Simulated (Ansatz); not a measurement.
An Ansatz (a program for electronic structure) run. Input:

Ansatz 0.2 input:
```yaml
crystal:
  lattice:
    - [0.0, 5.5797213723, 7.2811988507]
    - [3.2767194162, 0.0, 7.2811988507]
    - [3.2767194162, 5.5797213723, 0.0]
  atoms:
    - { symbol: Cs, position: [0.6544936181, 0.6544936181, 0.3455063819] }
    - { symbol: Cs, position: [0.3455063819, 0.3455063819, 0.6544936181] }
    - { symbol: Pd, position: [0.0, 0.0, 0.0] }
    - { symbol: Pd, position: [0.5, 0.5, 0.0] }
    - { symbol: Pd, position: [0.0, 0.0, 0.5] }
    - { symbol: Se, position: [0.7213503704, 0.0568799605, 0.9431200395] }
    - { symbol: Se, position: [0.2786496296, 0.9431200395, 0.0568799605] }
    - { symbol: Se, position: [0.0568799605, 0.7213503704, 0.2786496296] }
    - { symbol: Se, position: [0.9431200395, 0.2786496296, 0.7213503704] }
kpoints:
  mp_grid: { grid: [3, 3, 3] }
hamiltonian:
  xc: hse06
  pseudopotentials: { kind: paw }
scf:
  n_extra_bands: 9
  occupations: { method: fixed }
output:
  eigenvalues: true
  eigenstates:
    e_range: [-9.0, 9.9]
    kpoints:
      - [0.0, 0.354167, 0.354167]  # VBM
      - [0.494792, 0.291667, -0.208333]  # CBM
```

Output (shortened):

```
Pseudopotentials: kind: paw
Pseudopotential: Cs, paw, valence charge 9
Pseudopotential: Pd, paw, valence charge 18
Pseudopotential: Se, paw, valence charge 16
Functional definition: HSE06
davidson cushion auto → on  (no smearing: the cushion is to keep the highest requested band from converging to the state above it …
Crystal: 9 atoms, lattice volume = 266.247 Å³
Basis set: ecut = 420 eV, 5225 PW (Γ)
Bands: 77, of which v1, the nominal top of the filled ones, is band 68 counted from 1 (67 counted from 0)
Symmetry: 8 space group operations
Space group: Fmmm (ITA 69), of the structure as read, at distance tolerance 6.4e-5 Å
k-points: 8 of 27
PAW frozen core: Cs, regenerated for the run's functional, and the local potential with it
PAW frozen core: Pd, regenerated for the run's functional, and the local potential with it
PAW frozen core: Se, regenerated for the run's functional, and the local potential with it
Initial wavefunctions: pseudopotential atomic-orbital guess
Eigensolver: davidson
Functional: x = pbe(κ = 0.804, μ = 0.2195149727645171), c = pbe(β = 0.06672455060314922), warm-up for x = pbe(κ = 0.804, μ = 0.2195149727645171) + 0.25 (exact …
SCF iter   1: F=—  HF=-54143.192565 eV  |F-HF|=—  |Δ(HF+E_count)|=         —  Δρ=3.28e-3  dr2=3.18e-2  ethr=1.77e-3  ⟨swp⟩=10.4  Hψ=2678  notcnv=0
preconditioner: auto → none
SCF iter   2: F=—  HF=-54143.203370 eV  |F-HF|=—  |Δ(HF+E_count)|=   1.08e-2  Δρ=3.95e-3  dr2=7.55e-2  ethr=2.34e-5  ⟨swp⟩=5.5  Hψ=1918  notcnv=0
iter 3 solved again at ethr=1.78e-6 eV; its pass at ethr=2.34e-5 eV (dr2=2.42e-3 eV) is discarded
SCF iter   3: F=—  HF=-54143.191271 eV  |F-HF|=—  |Δ(HF+E_count)|=   1.21e-2  Δρ=9.31e-4  dr2=2.44e-3  ethr=1.78e-6  ⟨swp⟩=3.1  Hψ=3032  notcnv=0
SCF iter   4: F=—  HF=-54143.191286 eV  |F-HF|=—  |Δ(HF+E_count)|=   1.49e-5  Δρ=2.90e-4  dr2=2.08e-4  ethr=1.78e-6  ⟨swp⟩=3.0  Hψ=1479  notcnv=0
SCF iter   5: F=—  HF=-54143.191368 eV  |F-HF|=—  |Δ(HF+E_count)|=   8.21e-5  Δρ=2.72e-4  dr2=3.00e-4  ethr=1.53e-7  ⟨swp⟩=4.0  Hψ=1667  notcnv=0
SCF iter   6: F=-54143.191342 eV  HF=-54143.191340 eV  |F-HF|=2.55e-6  |Δ(HF+E_count)|=   2.85e-5  Δρ=3.64e-5  dr2=1.53e-6  ethr=1.53e-7  ⟨swp⟩=3.0  Hψ=1501  notcnv=0
SCF 1 stopped early in 6 iterations: F = -54143.191342 eV  dr2 = 1.53e-6
Crystal: 9 atoms, lattice volume = 266.247 Å³
Initial density: handed on by an earlier stage of this run
Initial wavefunctions: those handed on with the density
Functional: x = pbe(κ = 0.804, μ = 0.2195149727645171) + 0.25 (exact − pbe) at short range (hse, ω = 0.20786987370883472 Å⁻¹), c = pbe(β = 0.06672455060314922); HSE06 as pw.x's `hse` composes it (authors' and Libxc's form: `xc: wpbeh`)
Exchange kernel: α = 0.2500, screened, ω = 0.2079 Å⁻¹, Wigner–Seitz truncation, v(0) = 1044.8455 eV·Å³, q-mesh 3×3×3, nearest image of the exchange supercell L …
Frozen-core exchange: fock
SCF iter   1: F=—  HF=-54167.449115 eV  |F-HF|=—  |Δ(HF+E_count)|=         —  Δρ=6.76e-3  dr2=9.99e-2  ethr=1.12e-8  ⟨swp⟩=10.5  Hψ=4358  notcnv=0
preconditioner: auto → none
SCF iter   2: F=—  HF=-54167.422980 eV  |F-HF|=—  |Δ(HF+E_count)|=   2.61e-2  Δρ=5.45e-3  dr2=8.95e-2  ethr=1.12e-8  ⟨swp⟩=8.1  Hψ=3703  notcnv=0
SCF iter   3: F=—  HF=-54167.409997 eV  |F-HF|=—  |Δ(HF+E_count)|=   1.30e-2  Δρ=2.41e-3  dr2=2.99e-2  ethr=1.12e-8  ⟨swp⟩=8.0  Hψ=3467  notcnv=0
SCF iter   4: F=—  HF=-54167.405885 eV  |F-HF|=—  |Δ(HF+E_count)|=   4.11e-3  Δρ=1.09e-3  dr2=8.21e-3  ethr=1.12e-8  ⟨swp⟩=7.2  Hψ=2749  notcnv=0
SCF iter   5: F=—  HF=-54167.451421 eV  |F-HF|=—  |Δ(HF+E_count)|=   4.55e-2  Δρ=1.57e-3  dr2=2.29e-3  ethr=1.12e-8  ⟨swp⟩=7.1  Hψ=3184  notcnv=0  defer=1
SCF iter   6: F=—  HF=-54167.450585 eV  |F-HF|=—  |Δ(HF+E_count)|=   8.35e-4  Δρ=4.53e-4  dr2=5.95e-4  ethr=1.12e-8  ⟨swp⟩=5.0  Hψ=2509  notcnv=0
SCF iter   7: F=—  HF=-54167.452652 eV  |F-HF|=—  |Δ(HF+E_count)|=   2.07e-3  Δρ=5.61e-4  dr2=6.75e-4  ethr=1.12e-8  ⟨swp⟩=5.8  Hψ=2217  notcnv=0
SCF iter   8: F=—  HF=-54167.452532 eV  |F-HF|=—  |Δ(HF+E_count)|=   1.20e-4  Δρ=2.04e-4  dr2=2.18e-4  ethr=1.12e-8  ⟨swp⟩=4.2  Hψ=2078  notcnv=0
SCF iter   9: F=-54167.452497 eV  HF=-54167.452497 eV  |F-HF|=8.21e-7  |Δ(HF+E_count)|=   3.44e-5  Δρ=3.66e-5  dr2=2.05e-5  ethr=1.12e-8  ⟨swp⟩=4.0  Hψ=1773  notcnv=0
SCF 2 stopped early in 9 iterations: F = -54167.452497 eV  dr2 = 2.05e-5
hybrid outer 1: dexx = +5.908e-2 eV, tail = 4.15e-4 eV
Crystal: 9 atoms, lattice volume = 266.247 Å³
Exchange kernel: α = 0.2500, screened, ω = 0.2079 Å⁻¹, Wigner–Seitz truncation, v(0) = 1044.8455 eV·Å³, q-mesh 3×3×3, nearest image of the exchange supercell L …
Frozen-core exchange: fock
SCF iter   1: F=—  HF=-54167.454409 eV  |F-HF|=—  |Δ(HF+E_count)|=         —  Δρ=1.32e-4  dr2=1.31e-5  ethr=1.53e-6  ⟨swp⟩=3.2  Hψ=1459  notcnv=0
preconditioner: auto → none
iter 2 solved again at ethr=5.08e-10 eV; its pass at ethr=8.01e-9 eV (dr2=6.91e-7 eV) is discarded
SCF iter   2: F=—  HF=-54167.454412 eV  |F-HF|=—  |Δ(HF+E_count)|=   2.82e-6  Δρ=3.34e-5  dr2=2.64e-6  ethr=5.08e-10  ⟨swp⟩=2.1  Hψ=3595  notcnv=0
SCF iter   3: F=—  HF=-54167.454421 eV  |F-HF|=—  |Δ(HF+E_count)|=   9.36e-6  Δρ=2.12e-5  dr2=9.11e-7  ethr=5.08e-10  ⟨swp⟩=5.8  Hψ=2092  notcnv=0  defer=1
SCF iter   4: F=—  HF=-54167.454421 eV  |F-HF|=—  |Δ(HF+E_count)|=   2.64e-7  Δρ=2.88e-6  dr2=1.30e-7  ethr=5.08e-10  ⟨swp⟩=3.0  Hψ=1481  notcnv=0
SCF iter   5: F=—  HF=-54167.454421 eV  |F-HF|=—  |Δ(HF+E_count)|=   5.13e-7  Δρ=6.98e-6  dr2=1.11e-7  ethr=1.57e-11  ⟨swp⟩=6.8  Hψ=2304  notcnv=0  defer=2
SCF iter   6: F=-54167.454421 eV  HF=-54167.454421 eV  |F-HF|=2.47e-10  |Δ(HF+E_count)|=   2.67e-8  Δρ=2.98e-7  dr2=7.73e-9  ethr=1.57e-11  ⟨swp⟩=3.0  Hψ=1718  notcnv=0
SCF 3 converged in 6 iterations: F = -54167.454421 eV  dr2 = 7.73e-9
hybrid outer 2: dexx = +1.442e-5 eV, tail = 2.86e-7 eV, Δε = 3.56e-3 eV (about 1.21e-4 eV left of the loop's levels)
NSCF: frozen V_eff on 2 k-points
hybrid SCF converged: 2 outer / 15 inner (+6 warm-up), last move |dexx| = 1.44e-5 eV, tail = 2.86e-7 eV
Stability not checked (fock_operator)
Free energy (F): -54167.454424 eV
Frozen-core exchange: fock
Harris-Foulkes:  -54167.454424 eV  (|F-HF|=2.47e-10)
Internal energy: -54167.454424 eV  (E = F + TS)
E sigma→0 (E₀):  -54167.454424 eV
Fermi energy:    7.228907 eV
--- Per-component energies (eV) ---
  E_band       = -2976.753711
  E_kinetic    = 2303.546492
  E_local      = -25649.601183  (includes V_loc(G=0)·N_el)
  E_nonlocal   = -1669.773011
  E_hartree    = 11919.975640
  E_xc         = -1021.202756
  E_vxc        = -1023.641670  (∫ρ·V_xc dr)
  E_exx        = -518.848488  (= α·E_x^exact, valence–valence)
  E_paw        = -28782.798527  (= ΣΔE_a)
  E_vpaw       = 260.457125  (= ΣTr[D̂ρ^β])
  E_aug_tail   = -0.001768  (compensation charges beyond the density's cutoff)
  E_ewald      = -10742.483484
  E_core_change = -6.267337  (= ΣΔE_core)
  E_smearing   =  0.000000  (= −TS)
  E_closure    =  0.000000  (closes the sum)
  Σ components = -54167.454424   (vs F -54167.454424, Δ=0.00e0)
  [band-id]    e_kinetic+e_local+e_nonlocal+2·e_hartree+e_vxc+2·e_exx+e_vpaw+e_augmentation_tail = -2976.759714   (vs E_band -2976.753711, Δ=-6.00e-3)
--- Band table (eV; the first three rows and the last of 8) ---
  k-point 0: bands = ["-81.1108", "-81.1090", "-81.0691", "-45.7423", "-45.7090", "-45.6929", "-45.6927", "-45.6719", "-45.6520", "-45.1146", "-45.1069", "-45.0715", "-43.6786", "-43.6781", "-43.6772", "-43.6767", "-43.6741", "-43.6740", "-43.6736", "-43.6736", "-43.6725", "-43.6725", "-43.6718", "-43.6714", "-43.6703", "-43.6699", "-43.6688", "-43.6683", "-43.6676", "-43.6671", "-43.6668", "-43.6659", "-15.8865", "-15.8196", "-7.2248", "-6.1083", "-6.0569", "-6.0070", "-2.0480", "-1.9611", "-1.7803", "-1.6842", "-1.6394", "-1.5206", "1.1598", "1.9954", "2.0174", "2.6493", "2.6743", "3.5957", "3.7182", "3.7371", "4.2535", "4.3826", "4.3965", "4.4819", "4.6542", "4.6791", "4.8267", "4.8865", "4.9300", "5.5117", "5.5207", "5.5767", "5.5910", "6.5665", "6.5806", "6.5835", "9.7071", "9.7442", "10.7485", "10.9350", "11.5913", "12.0469", "12.8034", "12.9884", "13.0538"]
  k-point 1: bands = ["-81.1103", "-81.1094", "-81.0691", "-45.7334", "-45.7160", "-45.6929", "-45.6928", "-45.6736", "-45.6520", "-45.1123", "-45.1084", "-45.0726", "-43.6777", "-43.6772", "-43.6768", "-43.6763", "-43.6746", "-43.6743", "-43.6743", "-43.6740", "-43.6723", "-43.6719", "-43.6717", "-43.6714", "-43.6704", "-43.6704", "-43.6689", "-43.6687", "-43.6679", "-43.6671", "-43.6669", "-43.6663", "-15.8697", "-15.8342", "-7.0390", "-6.3806", "-6.0622", "-6.0308", "-2.0184", "-1.9053", "-1.7732", "-1.6865", "-1.6188", "-1.5484", "1.5730", "2.2977", "2.5767", "2.6489", "2.7873", "2.9159", "3.0830", "3.6149", "3.7112", "3.8973", "4.2605", "4.3898", "4.4187", "4.8194", "4.9676", "5.0461", "5.4190", "5.4605", "5.5961", "5.7659", "6.2473", "6.5560", "6.7691", "6.7849", "9.3090", "9.5279", "10.0126", "11.3230", "11.9034", "12.3725", "12.5806", "13.1864", "13.4300"]
  k-point 2: bands = ["-81.1103", "-81.1094", "-81.0691", "-45.7285", "-45.7183", "-45.6929", "-45.6928", "-45.6760", "-45.6520", "-45.1128", "-45.1071", "-45.0736", "-43.6779", "-43.6774", "-43.6756", "-43.6752", "-43.6750", "-43.6750", "-43.6744", "-43.6740", "-43.6720", "-43.6717", "-43.6716", "-43.6711", "-43.6707", "-43.6706", "-43.6690", "-43.6688", "-43.6683", "-43.6670", "-43.6669", "-43.6667", "-15.8565", "-15.8462", "-6.7511", "-6.7028", "-6.0824", "-6.0435", "-2.0065", "-1.8288", "-1.7264", "-1.7005", "-1.6663", "-1.5410", "2.0995", "2.2161", "2.3625", "2.8443", "2.8686", "2.9673", "3.2647", "3.2815", "3.2834", "3.3413", "4.4207", "4.4400", "4.4687", "4.5540", "4.5670", "5.3456", "5.4813", "5.6089", "5.6962", "6.2351", "6.4647", "6.5219", "6.6546", "7.2289", "9.3897", "9.6276", "9.6991", "10.8402", "11.7988", "12.1107", "12.4713", "12.8692", "13.0566"]
  k-point 7: bands = ["-81.1103", "-81.1094", "-81.0691", "-45.7334", "-45.7160", "-45.6929", "-45.6928", "-45.6736", "-45.6520", "-45.1123", "-45.1084", "-45.0726", "-43.6777", "-43.6772", "-43.6768", "-43.6763", "-43.6746", "-43.6743", "-43.6743", "-43.6740", "-43.6723", "-43.6719", "-43.6717", "-43.6714", "-43.6704", "-43.6704", "-43.6689", "-43.6687", "-43.6679", "-43.6671", "-43.6668", "-43.6663", "-15.8577", "-15.8463", "-7.0273", "-6.3964", "-6.0694", "-6.0271", "-1.9911", "-1.8596", "-1.7349", "-1.7228", "-1.7133", "-1.5192", "1.6553", "2.2988", "2.5586", "2.5813", "2.7940", "2.8622", "3.1571", "3.6143", "3.7087", "3.8983", "4.2775", "4.4031", "4.4185", "4.8191", "4.9645", "4.9840", "5.3872", "5.4328", "5.7571", "5.7943", "6.2354", "6.3439", "6.7334", "6.7616", "9.1233", "9.5520", "10.4379", "11.2754", "11.7599", "12.5376", "12.8170", "13.3284", "13.8156"]
  band table: 77 of 77 bands, residual norms ≤ 1.0e-3 eV
```

Cost: roughly 9 core-minutes on shared cores.

The points marked VBM and CBM come from a semilocal run.

The first step of the workflow began from a Materials Project structure, measured or hypothetical; the Crystallography Open Database copy checked does not list it. Its standing as an ambient phase is unchecked. The r²SCAN relaxation kept the symmetry of its start; whether a distortion lowers the energy is not shown. The run is not spin-polarised. Spin–orbit coupling is left out wherever it is not named.

Potentials: the later of the program's two PAW sets.

Ansatz is a plane-wave DFT program.
